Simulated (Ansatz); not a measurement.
This Li3Ga2Sb3 structure is the end of a relaxation. The cell was found from a structure generator's guess, not taken from experiment.

The calculation used DFT PBE, scalar-relativistic, plane waves, PAW in Ansatz. Cutoff 420 eV, Γ-centred mesh, Gaussian smearing, no spin polarisation.

```
Li Ga Sb
1.0
     5.11462    0.00000    0.00000
     0.00000    5.11462    0.00000
     0.00000    0.00000    8.11570
Li Ga Sb
3 2 3
Direct
  0.00000 0.50000 0.63793
  0.50000 0.00000 0.63793
  0.00000 0.00000 0.11219
  0.00000 0.50000 0.30783
  0.50000 0.00000 0.30783
  0.00000 0.00000 0.45645
  0.00000 0.50000 0.97452
  0.50000 0.00000 0.97452
```

Energies over the elements count from the elements' standard structures at the same level, with no fitted energy shifts.

Question: Find its symmetry and describe it.

Answer: P4mm (No. 99). Conventional cell: a = 5.115 Å, c = 8.116 Å. Around Li on a site of symmetry 2mm lie 1 Ga at 2.68 Å, 1 Sb at 2.73 Å and 2 Sb at 2.95 Å; around Li on a site of symmetry 4mm lie 5 Sb at 2.79 Å and 4 Ga at 3.01 Å; Ga has 1 Li at 2.68 Å, 3 Sb at 2.71–2.83 Å and 2 Li at 3.01 Å; Sb on a site of symmetry 4mm has 5 Li at 2.79–2.95 Å and 4 Ga at 2.83 Å; 1 more site not described.

Question: How far does it lie from the elements in energy?

Answer: −0.06 eV/atom. A negative formation energy is needed for stability but isn't enough: competing phases decide.

Question: Is it a metal?

Answer: Yes, bands cross the Fermi level on the 8×8×6 mesh.

The last run used an 8×8×6 mesh (in the run's order of axes) for its 8-atom cell and Gaussian smearing of 0.10 eV. Spin–orbit coupling, which can matter for Sb, is left out. Symmetry constrained the relaxation, so the result can be a saddle point.
